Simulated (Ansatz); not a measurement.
One stationary structure of HgSe. Level of theory: PBEsol (plane waves to 420 eV, PAW, scalar-relativistic; Ansatz, a program for electronic structure).

```xyz
2
Lattice="0.0000 3.0663 3.0663 3.0663 0.0000 3.0663 3.0663 3.0663 0.0000" Properties=species:S:1:pos:R:3 pbc="T T T"
Hg     1.5332     1.5332     1.5332
Se     3.0663     3.0663     3.0663
```

Task: Determine the symmetry and give the standard cell with its independent sites.

Result: Space group F-43m (No. 216); a = 6.1327 Å, b = 6.1327 Å, c = 6.1327 Å, α = 90.00°, β = 90.00°, γ = 90.00°

```csv
atom,site,symmetry,x,y,z
Hg,4d,-43m,0.7500,0.7500,0.7500
Se,4b,-43m,0.5000,0.5000,0.5000
```

This is the zinc blende type.

Task: Give the shortest distances between elements (the closest pairs, up to four, under 3.6 Å).

Result: Hg–Se 2.66 Å.

```json
{
  "volume_per_atom": "28.83 Å³",
  "density": "8.05 g/cm³",
  "band_gap": "zero (the bands touch at this level, without spin-orbit coupling)"
}
```

No spin polarisation in the result. Without spin-orbit coupling the bands of the heavy element are not split, so the gap can be far off.

Measured for HgSe: a 6.085 Å (room temperature; as listed in Cardona et al., arXiv (2009)). Computed minus measured — a: PBEsol +0.8 %. The computed values are for a static lattice.

The run could not lose the symmetry of its start.

It was reached from a disturbed copy of a C2/c (No. 15) cell, against which it lies -0.07 eV/atom.
